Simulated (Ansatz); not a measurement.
### Question
Name crystals whose computed values (DFT-PBE+D3(BJ) in the program Ansatz with PAW potentials) fall in these windows: electron conductivity mass (mₑ) 0.50 to 0.64; B₀ by P(V) fit (GPa) 24 to 30; gap (eV) 3.7 to 4.9.

### Answer


| crystal | electron conductivity mass (mₑ) | B₀ by P(V) fit (GPa) | gap (eV) |
|---|---|---|---|
| BN, P6_3mc (Pearson symbol hP12) | 0.58 | 27.9 | 4.16 |
Others may fit too.

Built on a structure type that need not be the filed one of that space group: BN, P6_3mc (Pearson symbol hP12). Not the usual ambient phase: BN, P6_3mc (Pearson symbol hP12). The cell was relaxed under the symmetry of its start.

Potentials: the later of the program's two PAW sets.
